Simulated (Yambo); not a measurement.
Yambo run on Cs₂KCoF₆ (space group Fm-3m, No. 225). The wavefunctions come from this Quantum ESPRESSO step (LDA, PseudoDojo standard norm-conserving files, scalar-relativistic):

```
&CONTROL
  calculation = 'nscf'
  pseudo_dir = './pseudo'
  outdir = './out'
/
&SYSTEM
  ibrav = 0
  nat = 10
  ntyp = 4
  ecutwfc = 96.0
  ecutrho = 384.0
  occupations = 'fixed'
  force_symmorphic = .true.
  nbnd = 278
/
&ELECTRONS
  conv_thr = 1e-08
  diago_full_acc = .true.
  diago_thr_init = 1e-08
/
ATOMIC_SPECIES
F 18.9984 F.upf
K 39.0983 K.upf
Co 58.9332 Co.upf
Cs 132.9055 Cs.upf
CELL_PARAMETERS angstrom
  0.000000000000   4.518725000000   4.518725000000
  4.518725000000   0.000000000000   4.518725000000
  4.518725000000   4.518725000000   0.000000000000
ATOMIC_POSITIONS crystal
F   0.209000000000   0.791000000000   0.209000000000
F   0.791000000000   0.209000000000   0.791000000000
F   0.209000000000   0.791000000000   0.791000000000
F   0.791000000000   0.209000000000   0.209000000000
F   0.209000000000   0.209000000000   0.791000000000
F   0.791000000000   0.791000000000   0.209000000000
K   0.500000000000   0.500000000000   0.500000000000
Co   0.000000000000   0.000000000000   0.000000000000
Cs   0.250000000000   0.250000000000   0.250000000000
Cs   0.750000000000   0.750000000000   0.750000000000
K_POINTS automatic
2 2 2 0 0 0
```

Yambo input:

```
rim_cut
gw0
dyson
el_el_corr
HF_and_locXC
ppa
em1d
RandQpts= 1000000
RandGvec= 1 Ry
EXXRLvcs= 96 Ry
VXCRLvcs= 384 Ry
Chimod= "HARTREE"
% BndsRnXp
 5 | 277 |
%
NGsBlkXp= 7 Ry
% LongDrXp
 1.0 | 1.0 | 1.0 |
%
PPAPntXp= 27.2114 eV
% GbndRnge
 1 | 277 |
%
GTermKind= "BG"
DysSolver= "n"
ExtendOut
% QPkrange
 1 | 1 | 43 | 44 |
 3 | 3 | 43 | 44 |
%
```

k points by index: 1 = Γ, 3 = X.

Resulting energies as the program prints them:

```
#    K-point    Band    Eo [eV]    E [eV]    E-Eo [eV]    Vxc [eV]    Vnlxc [eV]    Sc|Eo [eV]    Sc|E [eV]    dSc/dw|Eo [eV]    Re(Z)    Im(Z)
#
    1    43    -0.020548    -1.263449    -1.242902    -28.68021    -37.28542    6.944363    7.362314    -9.148290    0.748389    -0.002047
    1    44    1.080412    3.367430    2.287018    -28.35695    -20.89017    -4.452220    -5.179766    -8.655608    0.758669    -0.002068
    3    43    0.000000    -1.239934    -1.239934    -28.95595    -37.64509    7.029141    7.449209    -9.216629    0.746985    -0.002048
    3    44    0.967566    3.230155    2.262589    -27.78340    -20.31460    -4.499925    -5.206215    -8.493470    0.762115    -0.002001
```
(The two width columns are left out.) Convergence of these settings isn't established.

Geometry of the Materials Project entry, not relaxed at this level.

The structure is a Materials Project entry; no match was found in the copy of COD used, and its stability was not checked.

The runs are not spin-polarised; magnetic order was not tried.
